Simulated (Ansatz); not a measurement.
PbSe:
```yaml
crystal:
  lattice:
    - [2.16660, -3.75645, 0.00000]
    - [4.33639, 0.00000, 0.00000]
    - [2.16938, -1.25307, 3.54106]
  atoms:
    - { symbol: Pb, position: [0.00882, 0.49008, 0.99308] }
    - { symbol: Se, position: [0.50923, 0.98989, 0.49283] }
```

Relaxed with PBE+D3(BJ). Special points in fractions of this cell's reciprocal vectors: Γ (0.000, 0.000, 0.000); X (0.500, 0.000, 0.000); Y (0.000, 0.500, 0.000); Z (0.000, 0.000, 0.500); R (0.500, 0.500, 0.500); T (0.000, 0.500, 0.500); U (0.500, 0.000, 0.500); V (0.500, 0.500, 0.000).

Task: List the band energies nearest the valence-band maximum at these points for the program Ansatz at the PBE+D3(BJ) with spin–orbit coupling level (PAW).

Result: In eV from the valence-band maximum; about four levels below and three above (degenerate sets whole), none deeper than 8.9 eV; points with the same levels are listed once.

| k | below | above |
|---|---|---|
| Γ | -1.54 -1.54 -1.54 -1.54 | 3.22 3.22 5.57 5.57 |
| X | -1.23 -1.23 0.00 0.00 | 0.18 0.18 1.57 1.57 |
| T | -3.34 -3.34 -2.85 -2.85 | 3.93 3.93 4.69 4.69 |
| V | -3.34 -3.34 -2.85 -2.85 | 3.92 3.92 4.69 4.69 |

Space group Fm-3m (rock salt). The cell was relaxed with PBE+D3(BJ) under the symmetry of its start; of distortions, only those at the zone centre were tested. Point labels and valley counts follow the cell and symmetry of the run, lower than the named group.

Potentials: the later of the program's two PAW sets.
